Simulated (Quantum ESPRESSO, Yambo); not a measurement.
# Quasiparticle gap of LuIO monolayer

```
LuIO
1.0
    3.82023     0.00000     0.00000
    0.00000     3.82023     0.00000
    0.00000     0.00000    20.80000
O I Lu
2 2 2
Direct
  0.00000   0.00000   0.00000
  0.50000   0.50000   0.00000
  0.50000   0.00000   0.14068
  0.00000   0.50000   0.85932
  0.00000   0.50000   0.05106
  0.50000   0.00000   0.94894
```

The layer was cut from Materials Project entry mp-973585 and relaxed with PBEsol in a cell 20.8 Å high, with the Coulomb interaction truncated along z.

Starting point: norm-conserving PBEsol (Quantum ESPRESSO, 100 Ry, without SOC). G0W0 in Yambo: 4×4×1 Γ-centred k mesh, bands 3 to 166 and a 6 Ry block in the screening, 166 bands in G with the Bruneval-Gonze terminator, plasmon pole fitted at 27.2 eV, slab-truncated Coulomb interaction, stochastic integration of W near q = 0.

| Property | Result |
|---|---|
| PBEsol gap along the band path | 3.21 eV |
| PBEsol gap between the mesh's edge points (X → M) | 3.22 eV |
| G0W0 gap between the same points | 5.00 eV |
| PBEsol smallest direct gap on the mesh (at Γ) | 3.64 eV |
| G0W0 direct gap at that point | 5.59 eV |

```tsv
k point	band	E PBEsol (eV)	E QP (eV)	shift (eV)	Z
Γ	VB	-0.25	-1.25	-1.00	0.80
Γ	CB	3.39	4.35	0.96	0.82
X	VB	0.00	-0.96	-0.96	0.81
X	CB	4.90	5.90	1.00	0.82
M	VB	-0.97	-1.94	-0.97	0.80
M	CB	3.22	4.04	0.82	0.82
```

Energies count from the PBEsol valence-band maximum.

Nearest settings tried, and what they do to the gap: 113 bands in G: -12 meV; 89 bands in W: -2 meV; 5 Ry block (393 vectors against 495): -62 meV. Not varied: mesh, cell height. So the settings aren't converged at that level.

Spin-orbit coupling is left out, which matters for elements this heavy: edges can move by tenths of an eV. The 4f states are in the valence at their DFT position.

This is a model layer cut from the bulk structure; whether it is stable on its own was not checked.
